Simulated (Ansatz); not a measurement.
Values for one crystal, relaxed and computed with PBE+D3(BJ) in the plane-wave PAW code Ansatz; other levels are named.

```yaml
volume_per_atom: 27.29 Å³
band_gap: 0.49 eV (indirect)
Gap with spin–orbit coupling: 0.46 eV
conduction_band_minimum: at Γ
electron_effective_mass: 0.086 mₑ (isotropic)
hole_effective_mass: 0.26, 2.0, 3.8 mₑ (principal values)
Formation energy from the elements (no fitted shifts): -0.50 eV/atom
```

**Question.** Which compound is it?
A. GeSe, Pnma (Ge on 4c, Se on 4c)
B. SiSe2, Ibam (Si on 4a, Se on 8j)
C. In2Se3, P3m1 (Pearson symbol hP10)
D. Bi2Se3, R-3m (Bi on 6c, Se on 3a, Se on 6c)

**Answer.** C, In2Se3, P3m1 (Pearson symbol hP10)

The start of the workflow was typed in or built on a structure type; neither database checked (COD, Materials Project) lists it. COD files the formula under space group No. 160, 166, 169, 170. Its standing as an ambient phase is unchecked. Symmetry was held in the PBE+D3(BJ) relaxation; whether a distortion lowers the energy is not shown. The references are the lowest solids computed at this level, not always the standard phases. Scalar-relativistic: spin–orbit coupling is off unless named, which matters more the heavier the elements.

Potentials: the later of the program's two PAW sets.
